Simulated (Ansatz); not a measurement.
# Li (bcc): a workflow

**The experiment.** The Crystallography Open Database holds a measured cell of cubic Li (space group Im-3m) at 293 K (1963): a = 3.509 Å, 21.61 Å³/atom.

Level of theory: DFT, HSE06, scalar-relativistic, no spin polarisation; plane waves to 420 eV with PAW datasets (Ansatz 0.2.0), 8×8×8 k-mesh, Gaussian smearing of 0.05 eV; PAW files: Ansatz's generated set soft_2.

The start, 2 % under the database's volume:

```
Li
1.0
    -1.74500    1.74500    1.74500
     1.74500   -1.74500    1.74500
     1.74500    1.74500   -1.74500
Li
1
Cartesian
  0.0000 0.0000 0.0000
```

The steps in volume:

```tsv
run	level	k-mesh	kind	V (Å³/atom)	P (GPa)	E − E(final) (meV/atom)	gap on the mesh (eV)
1	PBE	8×8×8	fixed cell	21.25	-0.6	–	metal
2	PBE	8×8×8	fixed cell	21.17	-0.5	–	metal
3	PBE	8×8×8	fixed cell	20.37	0.0	–	metal
4	HSE06	8×8×8	fixed cell	20.37	0.3	0.4	metal
5	HSE06	8×8×8	fixed cell	20.45	0.2	0.3	metal
6	HSE06	8×8×8	fixed cell	20.82	0.0	0.0	metal
```

The volume is at zero pressure for this level.

The final structure (symmetry read at 0.01 Å). The structure is cubic, space group Im-3m (No. 229). The conventional cell has a = 3.466 Å, b = 3.466 Å, c = 3.466 Å, α = 90.00°, β = 90.00°, γ = 90.00°. Li (site symmetry m-3m) has 8 Li at 3.00 Å as nearest neighbours. (Neighbours are counted to 15 % beyond the shortest distance.)

- At the final geometry the gap, band path included, is zero (metallic).

**Reading the result.**

The calculation's cell holds 3 valence electrons, an odd number. Without magnetic order each band takes two, so one stays part-filled and the crystal must be a metal.

**Comparison.** The computed cell (3.466 Å, 20.82 Å³/atom) differs from the database's by −3.6 % in volume, about −1.2 % in length. The static lattice lacks zero-point motion and thermal expansion; that covers some of the miss, perhaps all.

Pressures of hybrids are less tightly converged. For a metal under a hybrid functional this mesh is coarse.
